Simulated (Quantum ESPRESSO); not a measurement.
## V3Hf2Mo2Zr (finding a planted mistake in a log)

Computed values, not a measurement. The program is pw.x of Quantum ESPRESSO 7.5 (plane-wave density functional theory). The cell is made up: eight metal atoms on a face-centred cubic lattice, with elements, volume, strain and displacements drawn at random and not relaxed, so it may be unstable or far from any real phase. PseudoDojo standard norm-conserving files set the functional (PBE unless stated); there is no spin polarisation or spin-orbit coupling, the Fermi-Dirac width of 0.25 eV means electrons at about 2900 K, and the masses in the input are unused placeholders. Heavy elements are run without spin-orbit coupling, which real alloys of them have. A spin test at this wide smearing found no moment, but such smearing suppresses magnetism that the real alloy may have.

Intended input:

```
&control calculation='scf', pseudo_dir='./dojo.nc.sr.pbe.v0_5.standard.upf', outdir='./o', disk_io='minimal', tprnfor=.true., tstress=.true. /
&system ibrav=0, nat=8, ntyp=4, nbnd=70, ecutwfc=84.00895049, nosym=.true., tot_charge=0,
 occupations='smearing', smearing='fd', degauss=0.0183746611
/
&electrons conv_thr=1.470e-08, electron_maxstep=70, mixing_beta=0.5 /
ATOMIC_SPECIES
Hf 1.0 Hf.upf
Mo 1.0 Mo.upf
V 1.0 V.upf
Zr 1.0 Zr.upf
CELL_PARAMETERS angstrom
-3.9782 -0.0177 -0.0568
0.0391 -3.9585 4.0433
0.055 6.0176 2.1015
ATOMIC_POSITIONS angstrom
V 0.007 0.0238 0.0164
Hf 0.0926 2.0617 2.0765
Mo -0.0258 -1.93 2.0164
Mo 0.083 -0.0657 4.0851
Hf -1.9344 4.0011 2.0656
Zr -1.9158 0.0334 1.9886
V -1.9488 2.0884 4.1413
V -1.9436 -1.9491 4.0214
K_POINTS automatic
6 5 4 1 1 1
```

The log is shortened where brackets say so; the opening notice, blank lines, dates and the lines on written files are dropped, and the path of the files is cut. It prints rydbergs, bohrs and kilobars, and counts compression as positive stress. Its total energy is the free energy E - TS of the whole cell.

Log of the intended run:

```
     Program PWSCF v.7.5
     Parallel version (MPI & OpenMP), running on       4 processor cores
     Number of MPI processes:                 4
     Threads/MPI process:                     1
     [start-up lines left out]
     bravais-lattice index     =            0
     lattice parameter (alat)  =       7.5185  a.u.
     unit-cell volume          =     876.3321 (a.u.)^3
     number of atoms/cell      =            8
     number of atomic types    =            4
     number of electrons       =       103.00
     number of Kohn-Sham states=           70
     kinetic-energy cutoff     =      84.0090  Ry
     charge density cutoff     =     336.0358  Ry
     scf convergence threshold =      1.5E-08
     mixing beta               =       0.5000
     number of iterations used =            8  plain     mixing
     Exchange-correlation= PBE
                           (   1   4   3   4   0   0   0)
     [axes and pseudopotential details left out]
   Cartesian axes
     site n.     atom                  positions (alat units)
         1        V      tau(   1) = (   0.0017594   0.0059819   0.0041220  )
         2        Hf     tau(   2) = (   0.0232743   0.5181915   0.5219114  )
         3        Mo     tau(   3) = (  -0.0064846  -0.4850898   0.5068057  )
         4        Mo     tau(   4) = (   0.0208614  -0.0165132   1.0267566  )
         5        Hf     tau(   5) = (  -0.4861957   1.0056439   0.5191717  )
         6        Zr     tau(   6) = (  -0.4815207   0.0083948   0.4998184  )
         7        V      tau(   7) = (  -0.4898150   0.5249023   1.0408821  )
         8        V      tau(   8) = (  -0.4885080  -0.4898904   1.0107462  )
     number of k points=    60  Fermi-Dirac smearing, width (Ry)=  0.0184
                       cart. coord. in units 2pi/alat
        k(    1) = (  -0.0854292   0.0363471   0.1348118), wk =   0.0333333
        k(    2) = (  -0.0876995   0.1595343   0.2554374), wk =   0.0333333
     [further k points left out]
     Dense  grid:    91123 G-vectors     FFT dimensions: (  45,  64,  72)
     Estimated max dynamical RAM per process >     349.01 MB
     Estimated total dynamical RAM >       1.30 GB
     Initial potential from superposition of free atoms
     starting charge     102.9879, renormalised to     103.0000
     Starting wfcs are   80 randomized atomic wfcs
     total cpu time spent up to now is        8.7 secs
     per-process dynamical memory:   280.4 Mb
     Self-consistent Calculation
     iteration #  1     ecut=    84.01 Ry     beta= 0.50
     Davidson diagonalization with overlap
     ethr =  1.00E-02,  avg # of iterations =  2.6
     total cpu time spent up to now is       24.9 secs
     total energy              =   -1049.48898712 Ry
     estimated scf accuracy    <       2.13563121 Ry
     iteration #  2     ecut=    84.01 Ry     beta= 0.50
     Davidson diagonalization with overlap
     ethr =  2.07E-03,  avg # of iterations =  4.6
     total cpu time spent up to now is       46.3 secs
     total energy              =   -1048.70782673 Ry
     estimated scf accuracy    <      26.38589086 Ry
     [iterations 3 to 18 left out]
     iteration # 19     ecut=    84.01 Ry     beta= 0.50
     Davidson diagonalization with overlap
     ethr =  1.74E-10,  avg # of iterations =  2.1
     total cpu time spent up to now is      272.7 secs
     total energy              =   -1050.68572217 Ry
     estimated scf accuracy    <       0.00000026 Ry
     iteration # 20     ecut=    84.01 Ry     beta= 0.50
     Davidson diagonalization with overlap
     ethr =  1.74E-10,  avg # of iterations =  1.0
     total cpu time spent up to now is      283.9 secs
     End of self-consistent calculation
     [lines on levels left out]
!    total energy              =   -1050.68572218 Ry
     estimated scf accuracy    <          7.5E-09 Ry
     smearing contrib. (-TS)   =      -0.17849238 Ry
     internal energy E=F+TS    =   -1050.50722979 Ry
     The total energy is F=E-TS. E is the sum of the following terms:
     one-electron contribution =    -231.04324310 Ry
     hartree contribution      =     168.80907794 Ry
     xc contribution           =    -187.60255038 Ry
     ewald contribution        =    -800.67051425 Ry
     convergence has been achieved in  20 iterations
     Forces acting on atoms (cartesian axes, Ry/au):
     atom    1 type  3   force =     0.00319954    0.02295732   -0.05361632
     atom    2 type  1   force =    -0.01991706   -0.03773158    0.01738970
     atom    3 type  2   force =     0.01687930   -0.04184360    0.03615000
     atom    4 type  2   force =     0.00331994    0.02663810    0.00628133
     atom    5 type  1   force =     0.00125664    0.04063008   -0.03139827
     atom    6 type  4   force =    -0.01229112    0.00769961    0.01342404
     atom    7 type  3   force =     0.00254276    0.01141739    0.04608322
     atom    8 type  3   force =     0.00500999   -0.02976732   -0.03431370
     Total force =     0.130443     Total SCF correction =     0.000382
     Computing stress (Cartesian axis) and pressure
          total   stress  (Ry/bohr**3)                   (kbar)     P=      158.21
   0.00105166   0.00000588  -0.00000322          154.71        0.86       -0.47
   0.00000588   0.00107132   0.00001527            0.86      157.60        2.25
  -0.00000322   0.00001527   0.00110339           -0.47        2.25      162.31
     init_run     :      7.78s CPU      8.19s WALL (       1 calls)
     electrons    :    266.25s CPU    275.16s WALL (       1 calls)
     forces       :      2.22s CPU      2.25s WALL (       1 calls)
     stress       :      7.72s CPU      7.72s WALL (       1 calls)
     [timing details left out]
     PWSCF        :   4m44.53s CPU   4m53.95s WALL
     JOB DONE.
```

A second run was made from an input with one planted mistake. Its log:

```
     Program PWSCF v.7.5
     Parallel version (MPI & OpenMP), running on       4 processor cores
     Number of MPI processes:                 4
     Threads/MPI process:                     1
     [start-up lines left out]
     bravais-lattice index     =            0
     lattice parameter (alat)  =       7.5185  a.u.
     unit-cell volume          =     876.3321 (a.u.)^3
     number of atoms/cell      =            8
     number of atomic types    =            5
     number of electrons       =       102.00
     number of Kohn-Sham states=           69
     kinetic-energy cutoff     =      84.0090  Ry
     charge density cutoff     =     336.0358  Ry
     scf convergence threshold =      1.5E-08
     mixing beta               =       0.5000
     number of iterations used =            8  plain     mixing
     Exchange-correlation= PBE
                           (   1   4   3   4   0   0   0)
     [axes and pseudopotential details left out]
   Cartesian axes
     site n.     atom                  positions (alat units)
         1        V      tau(   1) = (   0.0017594   0.0059819   0.0041220  )
         2        Hf     tau(   2) = (   0.0232743   0.5181915   0.5219114  )
         3        Mo     tau(   3) = (  -0.0064846  -0.4850898   0.5068057  )
         4        Mo     tau(   4) = (   0.0208614  -0.0165132   1.0267566  )
         5        Hf     tau(   5) = (  -0.4861957   1.0056439   0.5191717  )
         6        Zr     tau(   6) = (  -0.4815207   0.0083948   0.4998184  )
         7        Ti     tau(   7) = (  -0.4898150   0.5249023   1.0408821  )
         8        V      tau(   8) = (  -0.4885080  -0.4898904   1.0107462  )
     number of k points=    60  Fermi-Dirac smearing, width (Ry)=  0.0184
                       cart. coord. in units 2pi/alat
        k(    1) = (  -0.0854292   0.0363471   0.1348118), wk =   0.0333333
        k(    2) = (  -0.0876995   0.1595343   0.2554374), wk =   0.0333333
     [further k points left out]
     Dense  grid:    91123 G-vectors     FFT dimensions: (  45,  64,  72)
     Estimated max dynamical RAM per process >     351.82 MB
     Estimated total dynamical RAM >       1.31 GB
     Initial potential from superposition of free atoms
     starting charge     101.9874, renormalised to     102.0000
     Starting wfcs are   80 randomized atomic wfcs
     total cpu time spent up to now is        7.7 secs
     per-process dynamical memory:   279.8 Mb
     Self-consistent Calculation
     iteration #  1     ecut=    84.01 Ry     beta= 0.50
     Davidson diagonalization with overlap
     ethr =  1.00E-02,  avg # of iterations =  2.7
     total cpu time spent up to now is       23.5 secs
     total energy              =   -1020.61776883 Ry
     estimated scf accuracy    <       2.08119028 Ry
     iteration #  2     ecut=    84.01 Ry     beta= 0.50
     Davidson diagonalization with overlap
     ethr =  2.04E-03,  avg # of iterations =  4.7
     total cpu time spent up to now is       42.8 secs
     total energy              =   -1019.86999168 Ry
     estimated scf accuracy    <      26.08868413 Ry
     [iterations 3 to 20 left out]
     iteration # 21     ecut=    84.01 Ry     beta= 0.50
     Davidson diagonalization with overlap
     ethr =  1.54E-11,  avg # of iterations =  2.4
     total cpu time spent up to now is      312.9 secs
     total energy              =   -1021.79346339 Ry
     estimated scf accuracy    <       0.00000002 Ry
     iteration # 22     ecut=    84.01 Ry     beta= 0.50
     Davidson diagonalization with overlap
     ethr =  1.54E-11,  avg # of iterations =  1.7
     total cpu time spent up to now is      325.0 secs
     End of self-consistent calculation
     [lines on levels left out]
!    total energy              =   -1021.79346338 Ry
     estimated scf accuracy    <          3.1E-09 Ry
     smearing contrib. (-TS)   =      -0.17051097 Ry
     internal energy E=F+TS    =   -1021.62295242 Ry
     The total energy is F=E-TS. E is the sum of the following terms:
     one-electron contribution =    -214.29322354 Ry
     hartree contribution      =     160.20744742 Ry
     xc contribution           =    -182.36188131 Ry
     ewald contribution        =    -785.17529498 Ry
     convergence has been achieved in  22 iterations
     Forces acting on atoms (cartesian axes, Ry/au):
     atom    1 type  4   force =     0.00112074    0.02452241   -0.04099288
     atom    2 type  1   force =    -0.02027590   -0.03587429    0.00337521
     atom    3 type  2   force =     0.01685101   -0.02939027    0.03358712
     atom    4 type  2   force =     0.00223563    0.01849852    0.00765737
     atom    5 type  1   force =     0.00131903    0.04077503   -0.03202719
     atom    6 type  5   force =    -0.01180833    0.00082840    0.00608672
     atom    7 type  3   force =     0.00524860    0.00397387    0.04843145
     atom    8 type  4   force =     0.00530922   -0.02333367   -0.02611782
     Total force =     0.114827     Total SCF correction =     0.000256
     Computing stress (Cartesian axis) and pressure
          total   stress  (Ry/bohr**3)                   (kbar)     P=      193.08
   0.00126539   0.00000975  -0.00001418          186.15        1.43       -2.09
   0.00000975   0.00129634  -0.00001234            1.43      190.70       -1.82
  -0.00001418  -0.00001234   0.00137589           -2.09       -1.82      202.40
     init_run     :      6.93s CPU      7.30s WALL (       1 calls)
     electrons    :    307.42s CPU    317.31s WALL (       1 calls)
     forces       :      2.47s CPU      2.50s WALL (       1 calls)
     stress       :      8.35s CPU      8.35s WALL (       1 calls)
     [timing details left out]
     PWSCF        :   5m25.61s CPU   5m35.99s WALL
     JOB DONE.
```

Question: the log repeats what the program read. Compare it with the intended run: what was wrong in the second input?

Answer: one atom is of a wrong element. The input lines that differ:

```
- &system ibrav=0, nat=8, ntyp=4, nbnd=70, ecutwfc=84.00895049, nosym=.true., tot_charge=0,
+ &system ibrav=0, nat=8, ntyp=5, nbnd=69, ecutwfc=84.00895049, nosym=.true., tot_charge=0,
+ Ti 1.0 Ti.upf
- V -1.9488 2.0884 4.1413
+ Ti -1.9488 2.0884 4.1413
```

|  | intended run | run with the mistake |
| --- | --- | --- |
| free energy (eV) | -14295.308 | -13902.208 |
| entropy term -TS, part of it (eV) | -2.429 | -2.320 |
| pressure (GPa) | 15.82 | 19.31 |
| size of the largest force component (eV/Å) | 1.379 | 1.245 |
| largest change of a force component (eV/Å) |  | 0.360 |
| iterations | 20 | 22 |

For scale, a rerun of the intended cell at a higher cutoff and on a denser mesh moved values by no more than 0.004 eV in energy, 0.07 GPa in stress and 0.005 eV/Å in force, and a second program with other atomic files agreed on that cell to 2 % rms in force and 0.5 GPa in pressure. Files of another functional or element have another zero of energy, so the energy change says nothing on stability. The number of bands, nbnd, was set by rule from the electron count, so it follows the mistake.